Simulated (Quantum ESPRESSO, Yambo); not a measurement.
At a photon energy of 11.38 eV, RPA with local fields on PBEsol bands shifted by a G0W0 scissor of 3.72 eV (Quantum ESPRESSO and Yambo; 4×4×4 mesh, 143 bands, 3 Ry local-field block, 0.2 eV broadening) gives ε = 2.54 + 0.4i for K2NaYF6 (space group Fm-3m, No. 225), field along x.

Problem. Work out n, κ, the normal-incidence reflectivity, the absorption coefficient and the penetration depth.

Solution. 
|ε| = 2.57; n = √((|ε| + ε1)/2) = 1.60, κ = √((|ε| − ε1)/2) = 0.13. R = ((n − 1)² + κ²)/((n + 1)² + κ²) = 0.06. α = 2Eκ/(ħc) with ħc = 197.327 eV nm: 0.0144 per nm = 1.4 × 10⁵ per cm, a 1/e depth of 69 nm. The computed direct gap is 9.88 eV, and the energy scale of the real crystal may differ from it. Excitonic effects are left out, and values at one energy depend on mesh and broadening. The scissor comes from a G0W0 run whose convergence isn't established. Convergence of the RPA response with its 4×4×4 mesh was not tested.

Geometry of the Materials Project entry, not relaxed at this level; primitive cell a = b = c = 6.3050 Å, α = β = γ = 60.00°.

The structure is a Materials Project entry; no match was found in the copy of COD used, and its stability was not checked.
